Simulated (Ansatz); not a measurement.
## YNi5 (P6/mmm)

These are results of Ansatz, DFT r2SCAN, scalar-relativistic, plane waves, PAW, not measurements.

Cutoff 500 eV; k points 9×9×10 on the computed 6-atom cell (Γ-centred); Gaussian smearing, width 0.10 eV; collinear spin from starting moments 0 0.44 0.44 0.55 0.55 0.55 μB.

The structure is relaxed at this level of theory with its symmetry kept. Whether it is the stable form of this composition wasn't checked.

```
Y Ni
1.0
     4.84289    0.00000    0.00000
    -2.42144    4.19406    0.00000
     0.00000    0.00000    3.91335
Y Ni
1 5
Direct
  0.00000 0.00000 0.00000
  0.33333 0.66667 0.00000
  0.66667 0.33333 0.00000
  0.50000 0.00000 0.50000
  0.50000 0.50000 0.50000
  0.00000 0.50000 0.50000
```

- Space group: P6/mmm (No. 191)
- Volume per atom: 89.4 bohr³
- Generalised Kohn–Sham band gap: none (metal)
- Density of states at the Fermi level: 4.92 states/eV per cell
- Löwdin character within 0.5 eV of the Fermi level: Ni 3d 82 %
- Bader charges (e): Y (1 in the cell) 1.74, Ni (2 in the cell) -0.36, Ni (3 in the cell) -0.34
- Total moment: 1.85 μB per cell
- Site moments (μB; atoms counted from 1 over the whole cell): Y (atom 1) -0.08, Ni (atom 2) 0.40, Ni (atom 3) 0.40, Ni (atom 4) 0.50, Ni (atom 5) 0.50, Ni (atom 6) 0.50

The state reached may not be the lowest one.

Only this magnetic start was tried.